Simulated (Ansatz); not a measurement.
TaSi2:
```
CELL_PARAMETERS angstrom
      4.77987     0.00000     0.00000
     -2.38993     4.13949     0.00000
      0.00000     0.00000     6.55386
ATOMIC_POSITIONS crystal
  Ta 0.00000 0.50000 0.33333
  Ta 0.50000 0.00000 0.00000
  Ta 0.50000 0.50000 0.66667
  Si 0.84182 0.68363 0.00000
  Si 0.15818 0.84182 0.66667
  Si 0.31637 0.15818 0.33333
  Si 0.15818 0.31637 0.00000
  Si 0.84182 0.15818 0.66667
  Si 0.68363 0.84182 0.33333
```

Relaxed with r²SCAN.

Problem. Map the electron localisation function on the plane through (0.000, 0.500, 0.333) spanned by u = [1, 1, 0] and v = [1, -1, 0] in lattice vectors, from plane-wave PAW r²SCAN (Ansatz code).

Solution. x is the fraction of u, y of v (the angle between them is 90°; rows are the nearest grid lines); atoms in the plane: Ta at (0.00, 0.00), Ta at (0.50, 0.50), Si at (0.49, 0.83), Si at (0.99, 0.33), Si at (0.01, 0.67), Si at (0.51, 0.17).
```
| .#@#-.-+++++++++-.-#@#. |
|#%@%+:-+#%%######+::+@@%#|
|@@%+::=#@@%#*#%@%#-.:*%@@|
|::::-*%@@#=::-+%@@#=:..::|
|#####%@@%=:*%--*%%#+++**#|
|@@@@@%%@%*=--=+*#****%@@@|
|##%@@%%%@@%###%%#*+*#%%##|
|--:=%@@%%%@@@@%#*+*##+-:-|
|+=-+%@@#+=------=+#@@#=-+|
|==*@@@#-::=***=:.:+%@@#+=|
|*#%@@#=::+%@@@%*:.-#%@%#*|
|****+=::#@%-.-%@#:.-+****|
|****+-.:#@%-.-%@#::=+****|
|*#%@%#-.:*%@@@%+::=#@@%#*|
|=+#@@%+:.:=***=::-#@@@*==|
|+-=#@@#+=------=+#@@%+-=+|
|-:-+##*+*#%@@@@%%%@@%=:--|
|##%%#*+*#%%###%@@%%%@@%##|
|@@@%****#*+=--=*%@%%@@@@@|
|#**+++#%%*--%*:=%@@%#####|
|::..:=#@@%+-::=#@@%*-::::|
|@@%*:.-#%@%#*#%@@#=::+%@@|
|#%@@+::+######%%#+-:+%@%#|
| .#@#-.-+++++++++-.-#@#. |
```
Scale: ten equal steps from 0.019 (start of ' ') to 0.747 (end of '@'), in the order ' .:-=+*#%@'; x runs from 0.000 to 1.00, y from 0.000 (bottom) to 1.00 (top).

The density is the valence pseudo-density with augmentation charge, so density and ELF within about 1 Å of a nucleus are not all-electron values.

Space group P6_422. The workflow started from a Materials Project entry (that database holds measured and hypothetical structures alike); the Crystallography Open Database files this formula in space group No. 181, but the cells were not matched. Its standing as an ambient phase is unchecked. The r²SCAN relaxation kept the symmetry of its start; its stability against distortions is not shown here. The run is not spin-polarised. Spin–orbit coupling is left out wherever it is not named.

Potentials: the later of the program's two PAW sets.
